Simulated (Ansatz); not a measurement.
ZnGeP2:
```xyz
8
Lattice="-2.7123 2.7123 5.3546 2.7123 -2.7123 5.3546 2.7123 2.7123 -5.3546" Properties=species:S:1:pos:R:3 pbc="T T T"
Ge     0.0000     0.0000     5.3546
Ge     2.7123     0.0000     2.6773
Zn     0.0000     0.0000     0.0000
Zn     0.0000     2.7123     2.6773
P      1.3652     1.3561     1.3387
P      1.3561     4.0593    -1.3387
P      1.3471     1.3561     6.6933
P      1.3561    -1.3471     4.0160
```

Cartesian axes are those of the cell as given.

Problem. Give the high-frequency dielectric tensor and the Born effective charge tensors of the independent atoms from DFPT, DFT-PBEsol in the program Ansatz with PAW potentials.

Solution. 
ε∞:
```
12.3  0.00  0.00
0.00  12.3  0.00
0.00  0.00  12.5
```
Z* of atom 1 (Ge), rows: field, columns: displacement, in e:
```
 2.05  -0.24   0.00
 0.24   2.05   0.00
 0.00   0.00   2.22
```
Z* of atom 3 (Zn), rows: field, columns: displacement, in e:
```
 1.56   0.08   0.00
-0.08   1.56   0.00
 0.00   0.00   1.40
```
Z* of atom 5 (P), rows: field, columns: displacement, in e:
```
-1.69   0.00   0.00
 0.00  -1.91   0.10
 0.00  -0.03  -1.81
```

Space group I-42d (chalcopyrite). The PBEsol relaxation kept the symmetry of its start. Scalar-relativistic: spin–orbit coupling is off unless named, which matters more the heavier the elements.

Potentials: the later of the program's two PAW sets.
